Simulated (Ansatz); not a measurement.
A geometry of Ru away from equilibrium: step 2 of the relaxation of a relaxed Ru cell displaced along its unstable phonon at q = Γ (49i cm⁻¹), largest move 0.15 Å. All values below come from PBE (plane waves to 420 eV, PAW, scalar-relativistic; Ansatz, a quantum-chemistry and plane-wave program). Γ-centred k-mesh 10×10×5 on the run's cell (coarser than for final values), Fermi–Dirac smearing 0.05 eV.

```yaml
crystal:
  lattice:
    - [3.73060, 0.00000, 0.00000]
    - [-1.86530, 3.21994, 0.00000]
    - [0.00000, 0.00000, 6.64965]
  atoms:
    - { symbol: Ru, position: [0.36560, 0.73121, 0.06933] }
    - { symbol: Ru, position: [0.63440, 0.26879, 0.56933] }
    - { symbol: Ru, position: [0.69985, 0.39969, 0.93067] }
    - { symbol: Ru, position: [0.30015, 0.60031, 0.43067] }
```

Question: Which atoms carry the largest force, and which way does it point?

Answer: 0.20 eV/Å, on Ru3, Ru4 (atoms numbered as listed); on Ru3 its components are (0.00, 0.16, -0.12).

Question: What is the pressure?

Answer: +0.2 GPa, compression positive.

Question: How far above the relaxed end point is this geometry?

Answer: 0.77 eV/atom; the path ends in Cmc2₁ (No. 36).

No spin polarisation in the result.

The run could not lose the symmetry of its start, so the end can be a saddle point.

Of the parent cell (P6₃/mmc (No. 194)): it is a generated cell of Ru: the first start was made by placing the elements on the sites of a structure type, and the end was not matched to a known phase here, so it may be hypothetical. A known form of Ru has the same space group but another cell.

The end of the path is a generated cell of Ru: the first start was made by placing the elements on the sites of a structure type, and the end was not matched to a known phase here, so it may be hypothetical. Known forms of Ru include space group No. 194.
